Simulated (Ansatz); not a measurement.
GaIr3C:
```yaml
crystal:
  lattice:
    - [4.08917, 0.00000, 0.00000]
    - [0.00000, 4.08917, 0.00000]
    - [0.00000, 0.00000, 4.08917]
  atoms:
    - { symbol: Ga, position: [0.00000, 0.00000, 0.00000] }
    - { symbol: Ir, position: [0.00000, 0.50000, 0.50000] }
    - { symbol: Ir, position: [0.50000, 0.00000, 0.50000] }
    - { symbol: Ir, position: [0.50000, 0.50000, 0.00000] }
    - { symbol: C, position: [0.50000, 0.50000, 0.50000] }
```

Relaxed with PBE. Special points in fractions of this cell's reciprocal vectors: Γ (0.000, 0.000, 0.000); X (0.000, 0.500, 0.000); M (0.500, 0.500, 0.000); R (0.500, 0.500, 0.500).

Question: List the band energies nearest the Fermi level at these points for DFT-PBE with spin–orbit coupling in the program Ansatz with PAW potentials.

Answer: In eV from the Fermi level; about four levels below and three above (degenerate sets whole), none deeper than 8.9 eV; points with the same levels are listed once.

| k | below | above |
|---|---|---|
| Γ | -1.86 -1.86 -1.86 -1.86 -0.24 -0.24 | 0.27 0.27 0.42 0.42 0.42 0.42 |
| X | -1.92 -1.92 -1.41 -1.41 | 0.01 0.01 0.15 0.15 |
| M | -1.29 -1.29 -0.86 -0.86 | 0.39 0.39 0.81 0.81 |
| R | -1.45 -1.45 -1.45 -1.45 -0.52 -0.52 | 0.05 0.05 0.05 0.05 |

Space group Pm-3m (anti-perovskite). The start of the workflow was typed in or built on a structure type; neither database checked (COD, Materials Project) lists it. Its standing as an ambient phase is unchecked. Symmetry was held in the PBE relaxation; its stability against distortions is not shown here. No spin polarisation was allowed. Its formation energy is positive at this level, so the cell may be metastable or incomplete.

Potentials: the earlier of the program's two PAW sets.
